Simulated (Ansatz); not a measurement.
The start is a generated trial cell of Hf in the AFLOW prototype A_oC4_63_c (A20). A full variable-cell relaxation at zero pressure is run with PBEsol (plane waves to 420 eV, PAW, scalar-relativistic; Ansatz, an electronic-structure program). The first steps use a coarse 12×12×7 k-mesh.

Starting cell:
```
CELL_PARAMETERS angstrom
      1.46393    -3.02056     0.00000
      1.46393     3.02056     0.00000
      0.00000     0.00000     5.07631
ATOMIC_POSITIONS crystal
  Hf 0.89772 0.10228 0.25000
  Hf 0.10228 0.89772 0.75000
```

Task: What is the largest force in the starting geometry, and on which atom (counted from 1)?

Result: 1.11 eV/Å, on Hf1, Hf2 (atoms numbered as listed).

Task: By how much does the energy per atom fall from start to end?

Result: 0.29 eV/atom.

Task: How does the volume per atom move from start to end?

Result: -3.7 %, from 22.45 to 21.61 Å³/atom.

Task: How do the shortest distances between atoms change?

Result: The closest pairs of elements (up to four, under 3.6 Å), start → end: Hf–Hf 2.82 → 3.09 Å.

Task: Is the relaxed structure metallic? Give its gap.

Result: Zero (metallic).

Task: What does it relax into? Give the structure.

Result: 
Space group P6₃/mmc (No. 194); a = b = 3.159 Å, c = 5.000 Å, α = β = 90.00°, γ = 120.00°

| atom | site | symmetry | x | y | z |
|---|---|---|---|---|---|
| Hf | 2c | -6m2 | 0.3333 | 0.6667 | 0.2500 |

Final values are on a 17×17×9 k-mesh of the relaxed cell. No spin polarisation in the result.

The run could not lose the symmetry of its start.
